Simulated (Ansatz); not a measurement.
A geometry of As away from equilibrium: step 16 of the relaxation of a relaxed As cell displaced along its unstable phonon at q = Γ (110i cm⁻¹), largest move 0.15 Å. Computed with PBEsol (plane waves to 420 eV, PAW, scalar-relativistic; Ansatz, a first-principles code). Γ-centred k-mesh 9×9×6 on the run's cell (coarser than for final values), Fermi–Dirac smearing 0.05 eV.

```yaml
crystal:
  lattice:
    - [3.82618, 0.00000, 0.00000]
    - [-1.91309, 3.31357, 0.00000]
    - [0.00000, 0.00000, 7.08409]
  atoms:
    - { symbol: As, position: [0.00000, 0.00000, 0.19617] }
    - { symbol: As, position: [0.00000, 0.00000, 0.80383] }
    - { symbol: As, position: [0.33333, 0.66667, 0.37148] }
    - { symbol: As, position: [0.66667, 0.33333, 0.62852] }
```

Which atoms carry the largest force, and which way does it point?

0.01 eV/Å, on As1, As2 (atoms numbered as listed); on As2 its components are (0.00, 0.00, 0.01).

What is the pressure?

+2.4 GPa, compression positive.

How much energy per atom can still be gained by relaxing?

0.08 eV/atom; the path ends in P-3m1 (No. 164).

No spin polarisation in the result. Without a van der Waals term the distances between weakly bound units are poorly fixed.

The run could not lose the symmetry of its start, so the end can be a saddle point.

The end of the path is a generated cell of As: the first start was made by placing the elements on the sites of a structure type, and the end was not matched to a known phase here, so it may be hypothetical. Known forms of As include space group No. 166.
